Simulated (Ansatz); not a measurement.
Mg:
```
CELL_PARAMETERS angstrom
      5.72730     0.00000     0.00000
      0.00000     5.72730     0.00000
      0.00000     0.00000     5.72730
ATOMIC_POSITIONS crystal
  Mg 0.00000 0.00000 0.00000
  Mg 0.50000 0.50000 0.50000
  Mg 0.25000 0.00000 0.50000
  Mg 0.75000 0.00000 0.50000
  Mg 0.50000 0.25000 0.00000
  Mg 0.50000 0.75000 0.00000
  Mg 0.00000 0.50000 0.25000
  Mg 0.00000 0.50000 0.75000
```

Relaxed with PBE. Special points in fractions of this cell's reciprocal vectors: Γ (0.000, 0.000, 0.000); X (0.000, 0.500, 0.000); M (0.500, 0.500, 0.000); R (0.500, 0.500, 0.500).

Question: List the band energies nearest the Fermi level at these points for DFT-PBE in the program Ansatz with PAW potentials.

Answer: In eV from the Fermi level; about four levels below and three above (degenerate sets whole), none deeper than 8.9 eV; points with the same levels are listed once.

```json
[
 {"k": "Γ", "below": "-2.32 -2.32 -2.31 -2.19 -2.19 -2.19", "above": "1.55 1.55 1.61 1.61 1.61"},
 {"k": "X", "below": "-1.07 -1.07 -1.00 -1.00", "above": "2.61 2.61 2.86 2.86"},
 {"k": "M", "below": "-0.25 -0.25 -0.11 -0.07", "above": "0.11 0.11 0.56"},
 {"k": "R", "below": "-3.35 -3.35 -3.35 -3.35 -3.35 -3.35 -3.34 -3.34", "above": "4.72 4.72 4.72 4.72 4.72 4.72"}
]
```

Space group Pm-3n (A15 (β-W type)). The start of the workflow was typed in or built on a structure type; neither database checked (COD, Materials Project) lists it. It is not the phase usual at ambient conditions (space group No. 194). The cell was relaxed with PBE under the symmetry of its start; whether a distortion lowers the energy is not shown.

Potentials: the earlier of the program's two PAW sets.
